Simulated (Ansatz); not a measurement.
MoP in space group P-6m2 (No. 187; Mo on 1a, P on 1d) at seven volumes, the program Ansatz at the PBE level (PAW), shape and atoms relaxed at each. One row is withheld.

```
V (Å³/atom)  P (GPa)
-----------  -------
13.224         24.92
13.660         15.25
14.096          7.01
14.532          0.00
14.968         -5.96
15.404             ?
15.840        -15.33
```

### Question
Fit the shown pressures and predict the withheld one.

### Answer
P = (3/2)B₀(x^(7/2) − x^(5/2))[1 + (3/4)(B′ − 4)(x − 1)] with x = (V₀/V)^(2/3). Least squares on the six rows gives V₀ = 14.532 Å³/atom, B₀ = 215 GPa, B′ = 4.37. At V = 15.404, x = 0.9619 and P = -11.03 GPa. The run itself gave -11.03 GPa.

Symmetry was held in the PBE relaxation. No spin polarisation was allowed.

Potentials: the earlier of the program's two PAW sets.
